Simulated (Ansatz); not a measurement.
# Bi (fcc): energy against volume

Level of theory: DFT, LDA (PW92), plane waves (420 eV) with PAW, scalar-relativistic in Ansatz 0.2.0. (PAW data from PBE, frozen cores regenerated.)

The cell is scaled uniformly from the relaxed one, with fractional coordinates and shape fixed. Energies are extrapolated to zero smearing, pressures are those at the given smearing. Magnetic state: spin not included.

A Birch-Murnaghan fit gives V₀ = 29.53 Å³/atom, B₀ = 63 GPa, B₀′ = 4.3.

**Question.** What are the energy above the minimum and the pressure at 25.990 Å³/atom?

**Answer.** 104.2 meV/atom and 10.71 GPa as computed.

**Question.** What are the energy above the minimum and the pressure at 27.172 Å³/atom?

**Answer.** 42.8 meV/atom and 6.34 GPa as computed.

**Question.** What are the energy above the minimum and the pressure at 28.353 Å³/atom?

**Answer.** 9.9 meV/atom and 2.85 GPa as computed.
